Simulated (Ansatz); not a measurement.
Pb, DFT, PBEsol, PAW with Ansatz's default frozen-core files, scalar-relativistic (Ansatz 0.2.0), run on 1 thread of Arm Neoverse V1 on a shared host.

The cell is COD entry 1537623, as deposited and not checked against the literature; nothing was relaxed. The listed cell was then made from it by scaling, straining or moving an atom.

Command: `ansatz run input.yaml --threads 1 --pin off --max-ram 3072MiB --backend cpu --events-out ev --progress --plain --runs-dir out`

```yaml
crystal:
  lattice:
    - [3.4800006906, 0.0, 0.0]
    - [-1.7400003453, 3.0137690032, 0.0]
    - [0.0, 0.0, 5.5341]
  atoms:
    - { symbol: Pb, position: [0.3333333333, 0.6666666667, 0.25] }
    - { symbol: Pb, position: [0.6666666667, 0.3333333333, 0.75] }
kpoints:
  mp_grid: { grid: [14, 14, 8] }
scf:
  occupations: { method: fermi_dirac, width: 0.08 }
hamiltonian:
  xc: pbesol
  pseudopotentials: { kind: paw }
output:
  forces: true
  stress: true
  eigenvalues: true
  efg: { contact_densities: true }
```

Q: How large is the problem that the program sets up?

A: 120 irreducible k-points, 1117 plane waves at Γ, 18 bands.

Q: About how long does it take, and how much memory does it use?

A: 8.8 s of wall time for 7 SCF iterations, with a peak of 0.43 GiB. Times on shared machines scatter by tens of per cent.

Q: And the same cell and mesh by all-electron PAW (datasets made for this crystal), asked for forces, stress, eigenvalues, efg, on the same hardware?

A: 17 s, peak memory 0.53 GiB.
